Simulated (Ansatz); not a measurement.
AlH₁₂N₃O₁₅: Electric field gradients

The cell is a structure deposited in the COD whose atoms were relaxed with PBE, the cell held.

Space group C2/c (No. 15); a = 11.6190, b = 12.1130, c = 8.5230 Å, β = 95.50°.

```
site  Wyckoff  site symmetry       x       y       z
  Al       4c             -1  0.2500  0.2500  0.0000
  H3       8f              1  0.3804  0.1324  0.2028
  H7       8f              1  0.6351  0.7094  0.2422
 H11       8f              1  0.8892  0.9027  0.1136
 H15       8f              1  0.7863  0.9594  0.9988
 H19       8f              1  0.6944  0.8296  0.2686
 H23       8f              1  0.4585  0.1813  0.0666
 N27       4e              2  0.5000  0.5439  0.2500
 N29       8f              1  0.6402  0.8967  0.5190
 O33       8f              1  0.8264  0.8881  0.0271
 O37       8f              1  0.5793  0.8122  0.4877
 O41       8f              1  0.3809  0.1822  0.1096
 O45       8f              1  0.6315  0.0483  0.1426
 O49       8f              1  0.5822  0.5937  0.3248
 O53       8f              1  0.6825  0.7666  0.1941
 O57       8f              1  0.7117  0.9265  0.4235
 O61       4e              2  0.5000  0.4379  0.2500
```

One atom of each set is listed; the run and its k-mesh use a cell of 62 atoms with edges of 8.39, 8.39, 8.52 Å.

Method: Kohn–Sham DFT in Ansatz, PBE, plane waves and PAW, scalar-relativistic, 420 eV cutoff, Γ-centred 3×3×3 k-points, Fermi–Dirac smearing 0.02 eV.

C_Q = eQV_zz/h, which is 24.18 MHz for Q = 1 b and V_zz = 10²¹ V/m²; η = (V_xx − V_yy)/V_zz.

²⁷Al: I = 5/2, Q = 146.6 mb; ²H: I = 1, Q = 2.858 mb; N-14: I = 1, Q = 20.44 mb; ¹⁷O: I = 5/2, Q = -25.58 mb. Q values from Pyykkö, Mol. Phys. 116, 1328 (2018).

(1) Which values are expected at the nuclei?

## Answers

(1) 

| site | atoms | first shell | V_xx, V_yy, V_zz (10²¹ V/m²) | η | C_Q (MHz) |
| --- | --- | --- | --- | --- | --- |
| Al | 2 | 6 O at 1.89–1.91 Å | -0.13, -0.20, 0.33 | 0.23 | 1.17 |
| H3 | 4 | 1 O at 1.00 Å; also 1 O at 1.68 Å | -1.24, -1.69, 2.93 | 0.15 | 0.203 |
| H7 | 4 | 1 O at 1.00 Å; also 1 O at 1.71 Å | -1.27, -1.71, 2.99 | 0.15 | 0.206 |
| H11 | 4 | 1 O at 1.00 Å; also 1 O at 1.70 Å | -1.17, -1.62, 2.79 | 0.16 | 0.193 |
| H15 | 4 | 1 O at 1.00 Å; also 1 O at 1.72 Å | -1.24, -1.64, 2.88 | 0.14 | 0.199 |
| H19 | 4 | 1 O at 0.99 Å; also 1 O at 1.76 Å | -1.27, -1.77, 3.05 | 0.17 | 0.210 |
| H23 | 4 | 1 O at 1.01 Å; also 1 O at 1.61 Å | -1.06, -1.57, 2.63 | 0.19 | 0.182 |
| N27 | 2 | 3 O at 1.25–1.28 Å | 0.41, 0.75, -1.16 | 0.30 | -0.573 |
| N29 | 4 | 3 O at 1.26–1.27 Å | 0.49, 0.64, -1.13 | 0.13 | -0.556 |
| O33 | 4 | 2 H at 1.00 Å, 1 Al at 1.90 Å | 3.35, 10.40, -13.75 | 0.51 | 8.51 |
| O37 | 4 | 1 N at 1.26 Å; also 1 H at 1.61 Å | -2.43, -18.32, 20.8 | 0.77 | -12.8 |
| O41 | 4 | 2 H at 1.00–1.01 Å, 1 Al at 1.89 Å | 3.62, 10.73, -14.35 | 0.50 | 8.87 |
| O45 | 4 | 1 N at 1.26 Å; also 1 H at 1.68 Å | -1.91, -19.01, 20.9 | 0.82 | -12.9 |
| O49 | 4 | 1 N at 1.25 Å; also 1 H at 1.71 Å | -1.50, -19.22, 20.7 | 0.86 | -12.8 |
| O53 | 4 | 2 H at 0.99–1.00 Å, 1 Al at 1.91 Å | 3.75, 10.99, -14.74 | 0.49 | 9.12 |
| O57 | 4 | 1 N at 1.27 Å; also 2 H at 1.72–1.76 Å | -4.41, -16.42, 20.8 | 0.58 | -12.9 |
| O61 | 2 | 1 N at 1.28 Å; also 2 H at 1.70 Å | -5.32, -15.84, 21.2 | 0.50 | -13.1 |

At H3, H7, H11, H15, H19 and H23 V_zz points along its bond to O (within 2°) in each case. At N27, N29, O33, O41 and O53 V_zz stands upright on the plane through its three neighbours (within 9°) in each case. At O57 and O61 V_zz points along its bond to N (within 1°) in each case.

The lattice is static: at room temperature water may turn and average the couplings of its hydrogen. The entry's hydrogen positions were far off; the other atoms hardly move on relaxation.

The relaxation (7 steps) took 9.2 min of wall time (9.2 min of CPU time) and 1.5 GiB at its peak, on 1 thread of Arm Neoverse V2 (aarch64; 8 cores open to the job, memory cap 3.0 GiB, no GPU), a shared host with a load of 0.5 a core.
